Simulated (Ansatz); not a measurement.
**Compressing Ti3O: a fit and a missing row**

Ti3O, P6_3/mcm, a = 5.129 Å, c = 4.854 Å. The structure is a Materials Project entry; whether it is the stable form wasn't checked. Ansatz: r2SCAN, PAW, 500 eV, Γ-centred 12×12×8 mesh on 8 atoms, Gaussian smearing 0.10 eV; no spin polarisation. Shape and atoms are relaxed at each volume; pressure is positive in compression.

```tsv
V (Å³/atom)	P (GPa)
12.163	?
12.577	17.24
12.992	10.61
13.406	4.91
13.821	-0.02
14.236	-4.24
14.650	-7.88
15.203	-11.92
```

**Question.** Take V0 = 13.821 Å³/atom, count pressures from its P0 = -0.02 GPa, fit the third-order Birch–Murnaghan form to the other rows, and predict the missing pressure.

**Answer.** With the Eulerian strain f = ½[(V0/V)^(2/3) − 1] and y = (P − P0)/[3f(1 + 2f)^(5/2)], the form is the line y = B0 + 1.5 B0 (B0′ − 4) f. Rows (f, y): 0.03245, 151.5; 0.02105, 151.8; 0.01027, 152.1; -0.00976, 151.4; -0.01904, 151.6; -0.03078, 151.1. Means f = 0.0006983, y = 151.58; Σ(Δf)² = 0.003004, ΣΔfΔy = 0.02351; the slope is their ratio. y = 151.6 + 7.827 f GPa, so B0 = 151.6 GPa and B0′ = 4 + 2 × (7.827)/(3 × 151.6) = 4.03. At V = 12.163, f = 0.04446, y = 151.95 and P = 25.06 GPa. The run gave 24.92 GPa, so the fit is 0.14 GPa too high, a small miss on the scale of the series.

Spin polarisation was left out, and a magnetic state may lie lower.